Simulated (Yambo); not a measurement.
KMgH3: sweep of GW parameters

G0W0@PBEsol for KMgH₃ (cubic perovskite, space group Pm-3m, No. 221) in Yambo. Reference settings: 4×4×4 Γ-centred k mesh, bands 5 to 115 and a 8 Ry block in the screening, 115 bands in G with the Bruneval-Gonze terminator, plasmon pole fitted at 27.2 eV. The PBEsol gap X → R on this mesh is 2.33 eV; G0W0 gaps are taken between the same points.

```
change from the reference     G0W0 gap X → R (eV)  shift of the valence edge (eV)        rough Yambo cost
----------------------------  -------------------  ------------------------------  ----------------------
reference settings                           4.64                           -1.51                       1
42 bands in W, 42 bands in G                 4.56                           -1.22               about 1/3
73 bands in W, 73 bands in G                 4.61                           -1.42  within a factor of two
42 bands in G                                4.62                           -1.45                       –
73 bands in G                                4.63                           -1.49                       –
51 bands in W                                4.58                           -1.33  within a factor of two
3 Ry block                                   4.38                           -1.25  within a factor of two
2 Ry block                                   4.30                           -1.10  within a factor of two
7 Ry block                                   4.63                           -1.50  within a factor of two
pole fitted at 40 eV                         4.66                           -1.56                       –
no random integration                        4.58                           -1.34                       –
42 bands in G, no terminator                 4.50                           -1.12                       –
73 bands in G, no terminator                 4.58                           -1.37                       –
no terminator                                4.62                           -1.46                       –
```

The reference isn't shown to be the converged limit. Costs are rough (shared machines), scaled to the same edge states, and given only for runs that recompute the screening.

The cell is held in this high symmetry; tilts and polar distortions were not searched.

Geometry of the Materials Project entry, not relaxed at this level; primitive cell a = b = c = 3.988 Å, α = β = γ = 90.00°.

A shift is the quasiparticle energy of the state minus its PBEsol energy.
